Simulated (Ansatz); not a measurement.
**Lattice vibrations of Pt3Pb at Γ**

Theory: DFT LDA, scalar-relativistic, plane waves, PAW (Ansatz). Settings: 420 eV plane-wave cutoff, Γ-centred 10×10×10 mesh, Fermi-Dirac smearing of 0.15 eV. No spin polarisation. Phonons by linear response, acoustic sum rule imposed.

Relaxed structure:
```yaml
crystal:
  lattice:
    - [4.04045, 0.00000, 0.00000]
    - [0.00000, 4.04045, 0.00000]
    - [0.00000, 0.00000, 4.04045]
  atoms:
    - { symbol: Pt, position: [0.00000, 0.50000, 0.50000] }
    - { symbol: Pt, position: [0.50000, 0.00000, 0.50000] }
    - { symbol: Pt, position: [0.50000, 0.50000, 0.00000] }
    - { symbol: Pb, position: [0.00000, 0.00000, 0.00000] }
```

In a metal, frequencies and elastic constants depend on the k mesh and the smearing, soft modes and shear constants most. Spin–orbit coupling is left out, which can shift energies with elements as heavy as these.

Question: Is this structure stable against zone-centre distortions?

Answer: Yes, at Γ: no optical mode is imaginary. Strains and other wave vectors aren't tested by this run.

Question: List the optical modes at Γ (i marks imaginary ones).

Answer:
```json
{"frequency (cm⁻¹)": "86", "degeneracy": "3"}
{"frequency (cm⁻¹)": "87", "degeneracy": "3"}
{"frequency (cm⁻¹)": "161", "degeneracy": "3"}
```